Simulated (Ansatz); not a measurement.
# Sn₃Pb₂Se₅ (I4/mmm) at 2 levels of theory

One geometry, relaxed with PBE; plane waves with PAW potentials in Ansatz, scalar-relativistic. No spin polarisation. Gaps are the least over mesh and band path; pressure is positive in compression.

Space group I4/mmm (No. 139). a = 4.334 Å, b = 4.334 Å, c = 30.634 Å, α = 90.00°, β = 90.00°, γ = 90.00°
| atom | site | symmetry | x | y | z |
| --- | --- | --- | --- | --- | --- |
| Sn | 4e | 4mm | 0.0000 | 0.0000 | 0.2007 |
| Sn | 2a | 4/mmm | 0.0000 | 0.0000 | 0.0000 |
| Pb | 4e | 4mm | 0.5000 | 0.5000 | 0.1003 |
| Se | 4e | 4mm | 0.5000 | 0.5000 | 0.2022 |
| Se | 4e | 4mm | 0.5000 | 0.5000 | 0.4004 |
| Se | 2b | 4/mmm | 0.5000 | 0.5000 | 0.0000 |

```
level  cutoff (eV)    k mesh  gap (eV)  pressure (GPa)
  PBE          420  12×12×12      0.01             0.0
```

Task: What comes out on the same cell with r2SCAN?

Result:
```json
{"level": "r2SCAN", "cutoff (eV)": "500", "k mesh": "12×12×12", "gap (eV)": "0", "pressure (GPa)": "-1.0"}
```

Spin-orbit coupling matters for the bands of heavy elements and is left out. The smearing is narrow for a metal on this mesh.

It was reached by relaxing an invented guess, and it needn't be the stable form of this composition.
